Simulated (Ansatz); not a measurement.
## Trial inputs on MgPb2N2

The reference input for Ansatz (plane-wave DFT with PAW):

```yaml
crystal:
  lattice:
    - [3.391744212, 0.0, 0.0]
    - [-1.695872106, 2.9373366507, 0.0]
    - [0.0, 0.0, 9.2349600287]
  atoms:
    - { symbol: Mg, position: [0.0, 0.0, 0.0] }
    - { symbol: Pb, position: [0.66666667, 0.33333333, 0.28655] }
    - { symbol: Pb, position: [0.33333333, 0.66666667, 0.71345] }
    - { symbol: "N", position: [0.66666667, 0.33333333, 0.861821] }
    - { symbol: "N", position: [0.33333333, 0.66666667, 0.138179] }
basis:
  ecutwfc: 420
kpoints:
  mp_grid: { grid: [6, 6, 2] }
hamiltonian:
  xc: pbe
scf:
  occupations: { method: gaussian, width: 0.1 }
output:
  forces: true
  stress: true
  eigenvalues: true
```

Command:

```bash
ansatz run input.yaml --threads 1 --pin off --max-ram 1331MiB --backend cpu --events-out ev --progress --plain --runs-dir out
```

The run converges in 7 SCF iterations on 14 irreducible k-points: pressure -0.12 GPa, largest force 0.054 eV/Å, gap on the sampled k-points 0.63 eV.

Settings here are deliberately varied, not converged. Each trial's input is given as a difference from the reference's; energies are extrapolated to zero smearing where there is one, and pressure is positive in compression.

Trial 1:

```diff
 kpoints:
+  band_path: { path: [VBM, CBM], npoints: 5 }
 hamiltonian:
-  xc: pbe
+  xc: lda
```

The run converges in 7 SCF iterations on 14 irreducible k-points: pressure -6.13 GPa, largest force 0.564 eV/Å, gap on the sampled k-points 0.60 eV.